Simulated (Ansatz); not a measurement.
# TlPt: strain energy, fitted

TlPt, P6/mmm, a = 6.587 Å, c = 3.981 Å. The structure is a COD entry; whether it is the stable form wasn't checked. Ansatz: PBE, PAW, 420 eV, Γ-centred 6×6×10 mesh on 6 atoms, Gaussian smearing 0.10 eV; no spin polarisation. Series: uniaxial strain along c, with a, b and atoms relaxed; x is the strain in per cent. y is the free energy over the unstrained cell, V0 = 24.931 Å³/atom.

| x (%) | y (meV/atom) |
| --- | --- |
| -3.0 | ? |
| -2.0 | 0.77 |
| -1.0 | 0.22 |
| 0.0 | 0.00 |
| 1.0 | 0.05 |
| 2.0 | 0.41 |
| 3.0 | 1.24 |

**Question.** Fit y = c2 x² + c3 x³ to the other rows, turn c2 into a modulus, and predict the missing energy.

**Answer.** Least squares on the rows shown. y = 0.1630 x² − 0.01070 x³. In eV per unit strain² c2 is 1.630; this is Young's modulus along the axis (E = ½ Y V0 ε²): 2 × 1.630 × 160.2 / (24.931) = 21 GPa. Energies this small carry numerical noise of a few hundredths of a meV. The unstrained cell keeps some stress along the strain, worth a slope of -0.11 meV/atom per %, which the form leaves out. With a term in x⁴ added, the coefficient of x² becomes 0.1040, 36 % less, which shows how far this figure hangs on the form. At x = -3.0 the fit asked for gives 1.76 meV/atom. The run gave 1.66 meV/atom, so the fit is 0.10 meV/atom too high, within twice the rms miss on the fitted rows (0.09 meV/atom): the form describes this series only roughly.

Spin–orbit coupling is left out, which can shift energies with elements as heavy as these.

Cost: 7 runs of about 13 core-minutes in all, on Arm Neoverse V2 (shared hosts).